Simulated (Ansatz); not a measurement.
Cd:
```xyz
1
Lattice="2.9976 0.0000 0.0000 0.0000 2.9976 0.0000 0.0000 0.0000 2.9976" Properties=species:S:1:pos:R:3 pbc="T T T"
Cd     0.0000     0.0000     0.0000
```

This is the PBE-relaxed structure.

Q: All from the program Ansatz at the PBE level (PAW), unless another level is named. Predict the density of states at the Fermi level.

A: 0.40 states/eV per atom (mean over ±0.08 eV).

Q: Give the gap with spin–orbit coupling.

A: none (metallic).

Space group Pm-3m (simple cubic). A made-up cell: these elements were put on the sites of a structure type; neither database checked (COD, Materials Project) lists it. It is not the phase usual at ambient conditions (space group No. 194). Symmetry was held in the PBE relaxation. At this level the phase is mechanically unstable. Spin–orbit coupling is left out wherever it is not named.

Potentials: the later of the program's two PAW sets.
